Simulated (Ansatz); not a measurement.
Notes on Si₃Ag

```yaml
crystal:
  lattice:
    - [0.00000, 7.07845, 0.00000]
    - [7.07845, 0.00000, 0.00000]
    - [3.53923, 3.53923, -5.26417]
  atoms:
    - { symbol: Ag, position: [0.16973, 0.16973, 0.66054] }
    - { symbol: Ag, position: [0.83027, 0.83027, 0.33946] }
    - { symbol: Ag, position: [0.75000, 0.25000, 0.50000] }
    - { symbol: Ag, position: [0.25000, 0.75000, 0.50000] }
    - { symbol: Si, position: [0.42933, 0.42933, 0.77082] }
    - { symbol: Si, position: [0.42933, 0.79985, 0.77082] }
    - { symbol: Si, position: [0.79985, 0.79985, 0.77082] }
    - { symbol: Si, position: [0.79985, 0.42933, 0.77082] }
    - { symbol: Si, position: [0.57067, 0.20015, 0.22918] }
    - { symbol: Si, position: [0.57067, 0.57067, 0.22918] }
    - { symbol: Si, position: [0.20015, 0.57067, 0.22918] }
    - { symbol: Si, position: [0.20015, 0.20015, 0.22918] }
    - { symbol: Si, position: [0.00000, 0.32890, 0.00000] }
    - { symbol: Si, position: [0.32890, 0.00000, 0.00000] }
    - { symbol: Si, position: [0.00000, 0.67110, 0.00000] }
    - { symbol: Si, position: [0.67110, 0.00000, 0.00000] }
```

Single point in Ansatz 0.2.0 with r2SCAN, no spin polarisation. Cutoff 500 eV, PAW datasets, 7×7×7 Γ-centred k mesh, fermi-dirac filling (width 0.1 eV).

Charges: Bader charges in e: Si -0.05, Ag +0.15. In the mean Ag gives up most and Si takes most.
Stress: The pressure is 2.0 GPa (compression positive), so with the atoms held at these fractions the cell would first expand.
Electronic structure: It is a metal, with about 5.8 states/eV a cell as the mean within 0.25 eV of the Fermi level, mostly Si p (66 %) and Si s (16 %).
Formation energy: 0.66 eV an atom against the elements' usual phases (free molecules for gases, crystals otherwise, with no correction for O₂ or N₂), so at this geometry it isn't bound against them. Relaxing would lower it.

Origin: a known structure type with other elements, at an estimated volume, so it need not be a known compound.
